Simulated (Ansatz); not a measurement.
Phonons of CuI (zinc blende) at Γ, L = (0.5, 0.0, 0.0), X = (0.5, 0.5, 0.0).

CuI (zinc blende)

```yaml
crystal:
  lattice:
    - [0.00000, 3.03967, 3.03967]
    - [3.03967, 0.00000, 3.03967]
    - [3.03967, 3.03967, 0.00000]
  atoms:
    - { symbol: I, position: [0.75000, 0.75000, 0.75000] }
    - { symbol: Cu, position: [0.00000, 0.00000, 0.00000] }
```

These are PBE (plane waves to 420 eV, PAW, scalar-relativistic; Ansatz, a quantum-chemistry and plane-wave program) values and carry that method's errors. Harmonic phonons by density-functional perturbation theory on a 10×10×10 k mesh, in cm⁻¹; i marks imaginary ones, q is in fractions of the reciprocal vectors of the cell shown, and the three acoustic modes at Γ are left out. The non-analytic (LO-TO) term is not included, so polar modes at Γ have their transverse values. CuI is run without spin polarisation. CuI was relaxed with its symmetry unable to fall. Spin-orbit coupling is left out, though I is heavy.

```tsv
q	wavenumbers (cm⁻¹)
Γ	122 (×3)
L = (0.5, 0.0, 0.0)	37 (×2), 104, 127 (×2), 134
X = (0.5, 0.5, 0.0)	49 (×2), 118, 123, 133 (×2)
```

The structure shows no imaginary mode at these points (lowest 37 cm⁻¹ at L = (0.5, 0.0, 0.0)); other wave vectors were not tested.

Highest mode: 134 cm⁻¹ at L = (0.5, 0.0, 0.0).
